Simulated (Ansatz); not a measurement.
ZrGeO₃:
```yaml
crystal:
  lattice:
    - [4.00922, 0.00000, 0.00000]
    - [0.00000, 4.00922, 0.00000]
    - [0.00000, 0.00000, 4.36653]
  atoms:
    - { symbol: Zr, position: [0.50000, 0.50000, 0.57878] }
    - { symbol: Ge, position: [0.00000, 0.00000, 0.19970] }
    - { symbol: O, position: [0.00000, 0.50000, 0.44940] }
    - { symbol: O, position: [0.50000, 0.00000, 0.44940] }
    - { symbol: O, position: [0.50000, 0.50000, 0.01291] }
```

Relaxed with r²SCAN. 

Problem. HSE06 on this cell (Ansatz, a quantum-chemistry and plane-wave program, PAW) gives a gap of 2.33 eV. What does r²SCAN give?

Solution. 1.68 eV.

Cost on shared cores: the r²SCAN run (SCF on a 7×7×6 mesh, then bands and DOS) roughly 110 core-seconds, the HSE06 run (SCF on 4×4×4, then a few points) roughly 70 core-seconds; the tasks are unlike.

Space group P4mm. The start of the workflow was typed in or built on a structure type; neither database checked (COD, Materials Project) lists it. Its standing as an ambient phase is unchecked. The r²SCAN relaxation kept the symmetry of its start; its stability against distortions is not shown here. The run is not spin-polarised. Scalar-relativistic: spin–orbit coupling is off unless named, which matters more the heavier the elements.

Potentials: the later of the program's two PAW sets.

Ansatz is a plane-wave DFT program.
